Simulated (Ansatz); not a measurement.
Zn2GeO4:
```
CELL_PARAMETERS angstrom
      0.00000     4.22381     4.22381
      4.22381     0.00000     4.22381
      4.22381     4.22381     0.00000
ATOMIC_POSITIONS crystal
  Zn 0.62500 0.62500 0.62500
  Zn 0.12500 0.62500 0.62500
  Zn 0.62500 0.12500 0.62500
  Zn 0.62500 0.62500 0.12500
  Ge 0.25000 0.25000 0.25000
  Ge 0.00000 0.00000 0.00000
  O  0.87629 0.87629 0.87629
  O  0.37113 0.87629 0.87629
  O  0.87629 0.37113 0.87629
  O  0.87629 0.87629 0.37113
  O  0.37371 0.37371 0.37371
  O  0.87887 0.37371 0.37371
  O  0.37371 0.87887 0.37371
  O  0.37371 0.37371 0.87887
```

Relaxed with PBE. Special points in fractions of this cell's reciprocal vectors: Γ (0.000, 0.000, 0.000); X (0.500, 0.000, 0.500); U (0.625, 0.250, 0.625); K (0.375, 0.375, 0.750); L (0.500, 0.500, 0.500); W (0.500, 0.250, 0.750).

### Question
List the band energies nearest the valence-band maximum at these points for plane-wave PAW PBE (Ansatz code).

### Answer
In eV from the valence-band maximum; about four levels below and three above (degenerate sets whole), none deeper than 8.9 eV; points with the same levels are listed once.

```csv
k,below,above
Γ,-0.11 -0.11 0.00 0.00 0.00,1.29 3.10 5.06 5.06 5.06
X,-0.61 -0.61 -0.13 -0.13,4.89 4.89 5.98 5.98
U,-0.93 -0.75 -0.35 -0.13,4.86 4.89 5.58
L,-0.66 -0.66 -0.35 -0.16 -0.16,3.71 4.05 6.52
W,-0.85 -0.85 -0.29 -0.29,5.06 5.06 5.72 5.72
```

Space group Fd-3m (spinel). A made-up cell: these elements were put on the sites of a structure type; neither database checked (COD, Materials Project) lists it. COD files the formula under space group No. 95, 148. Whether it is the stable phase at ambient conditions was not checked. The cell was relaxed with PBE under the symmetry of its start; whether a distortion lowers the energy is not shown. Scalar-relativistic: spin–orbit coupling is off unless named, which matters more the heavier the elements.

Potentials: the earlier of the program's two PAW sets.
